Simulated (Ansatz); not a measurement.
Values for one crystal, relaxed and computed with the program Ansatz at the PBE level (PAW); other levels are named.

| Property | Value |
|---|---|
| Volume per atom | 11.08 Å³ |
| Band gap | 3.73 eV (smallest direct gap 3.74 eV) |
| Conduction-band minimum | at Γ |
| Pressure derivative B′ | 3.7 |
| Valence-band maximum | on the M–Γ line, 88 % of the way from M |
| Hole effective mass | 0.47, 1.6, 3.8 mₑ (principal values) |
| Bulk modulus (Birch–Murnaghan fit) | 180 GPa |

Pick the material that matches.
(A) SnTe, rock salt
(B) AlN, P4_2/mnm (Al on 4g, N on 4f)
(C) PbI2, fluorite
(D) YN, rock salt

B, AlN, P4_2/mnm (Al on 4g, N on 4f)

The start of the workflow was typed in or built on a structure type; neither database checked (COD, Materials Project) lists it. It is not the phase usual at ambient conditions (space group No. 186, 216). The PBE relaxation kept the symmetry of its start; its stability against distortions is not shown here.

Potentials: the later of the program's two PAW sets.
